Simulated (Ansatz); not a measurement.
# Ge, ST12: geometry optimisation

The calculation used DFT, PBEsol, plane waves (420 eV) with PAW, scalar-relativistic (Ansatz). The PAW files were generated under PBE, with cores re-solved for the functional.

k-point mesh 3×3×3, Fermi-Dirac smearing 0.05 eV, no spin polarisation. Cell and atoms relax.

Starting structure:

```yaml
crystal:
  lattice:
    - [5.93, 0.0, 0.0]
    - [0.0, 5.93, 0.0]
    - [0.0, 0.0, 6.98]
  atoms:
    - { symbol: Ge, position: [0.0912, 0.0912, 0.0] }
    - { symbol: Ge, position: [0.4088, 0.5912, 0.75] }
    - { symbol: Ge, position: [0.9088, 0.9088, 0.5] }
    - { symbol: Ge, position: [0.5912, 0.4088, 0.25] }
    - { symbol: Ge, position: [0.173, 0.3784, 0.2486] }
    - { symbol: Ge, position: [0.1216, 0.673, 0.9986] }
    - { symbol: Ge, position: [0.827, 0.6216, 0.7486] }
    - { symbol: Ge, position: [0.8784, 0.327, 0.4986] }
    - { symbol: Ge, position: [0.673, 0.1216, 0.0014] }
    - { symbol: Ge, position: [0.6216, 0.827, 0.2514] }
    - { symbol: Ge, position: [0.327, 0.8784, 0.5014] }
    - { symbol: Ge, position: [0.3784, 0.173, 0.7514] }
hamiltonian:
  xc: pbesol
  pseudopotentials:
    kind: paw
    azcp:
      Ge: "pseudopotentials/Ge.paw.azcp"
basis:
  ecutwfc: 420
  fft_grid_basis: typed
kpoints:
  mp_grid: { grid: [3, 3, 3], shift: [0, 0, 0] }
magnetization:
  spin_polarized: false
scf:
  occupations: { method: fermi_dirac, width: 0.05 }
relax:
  max_steps: 60
  f_tol: 0.01
  cell: {}
```

Q: What cell does the relaxation end in?

A: P4_32_12 with a = 5.905 Å, c = 6.995 Å (c/a = 1.185); 20.32 Å³ per atom against 20.45 at the start (-0.6 %).

Q: How much energy does the relaxation gain?

A: 7.4 meV per atom.

Path of the relaxation (the plane waves are chosen anew near the end, which can shift the energy a little):

| step | E − E(final) (meV/atom) | V (Å³/atom) | P (GPa) | max force (eV/Å) |
| --- | --- | --- | --- | --- |
| 0 | 7.35 | 20.454 | 0.44 | 0.239 |
| 1 | 0.80 | 20.118 | 0.59 | 0.071 |
| 2 | 0.01 | 20.320 | -0.01 | 0.021 |
| 3 | -0.02 | 20.323 | -0.01 | 0.005 |
| 4 | 0.00 | 20.323 | -0.01 | 0.005 |
